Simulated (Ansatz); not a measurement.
Each is relaxed and computed with PBEsol in the plane-wave PAW code Ansatz. Which is the only metal?
A) LaLuO3, cubic perovskite
B) LaC, rock salt
C) LaN, zinc blende
D) MgO, rock salt

B, LaC, rock salt. LaC: metal; LaLuO3: gap 1.43 eV (direct); LaN: gap 1.07 eV (indirect); MgO: gap 4.62 eV (direct). Constructed cells (a structure type filled with these elements, in neither database checked): LaLuO3, cubic perovskite. Typed or built starts, not in the databases checked: LaC, rock salt; LaN, zinc blende. Unstable at this level: LaC, rock salt; LaLuO3, cubic perovskite. All cells were relaxed under the symmetry of their starts (and spin orders); stability against distortions was not tested throughout. Spin–orbit coupling is left out wherever it is not named.

Potentials: the earlier of the program's two PAW sets. The files were generated under PBE; for other functionals the program regenerates the frozen cores, and for LDA and PBEsol the local potential too.
